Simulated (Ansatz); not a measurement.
Y:
```cif
data_Y2
_chemical_formula_sum 'Y2'
_space_group_name_H-M_alt 'P 1'
_space_group_IT_number 1
_cell_length_a 3.59953
_cell_length_b 3.59953
_cell_length_c 5.57923
_cell_angle_alpha 90.000
_cell_angle_beta 90.000
_cell_angle_gamma 120.000
loop_
_space_group_symop_operation_xyz
  'x, y, z'
loop_
_atom_site_label
_atom_site_type_symbol
_atom_site_fract_x
_atom_site_fract_y
_atom_site_fract_z
_atom_site_occupancy
Y1 Y 0.33333 0.66667 0.25000 1
Y2 Y 0.66667 0.33333 0.75000 1
```

Relaxed with PBEsol.

### Question
Decompose the optical modes at the zone centre into irreducible representations, and say which are infrared and Raman allowed.

### Answer
Point group 6/mmm: Γ_opt = B1g + E2g. Infrared: none. Raman: E2g.

### Question
Assign frequencies (DFPT, PBEsol in the plane-wave PAW code Ansatz).

### Answer
E2g 88, B1g 154 cm⁻¹.

Subscripts of B labels follow the axes of the standard setting.

Space group P6_3/mmc (hcp (Mg type)). The cell was relaxed with PBEsol under the symmetry of its start. The workflow began spin-polarised and lost its moments. As this level gives no gap, phonon frequencies hold no LO–TO term and depend on the k-mesh and smearing (Fermi–Dirac, 0.1 eV here).

Potentials: the earlier of the program's two PAW sets. The files were generated under PBE; for other functionals the program regenerates the frozen cores, and for LDA and PBEsol the local potential too.
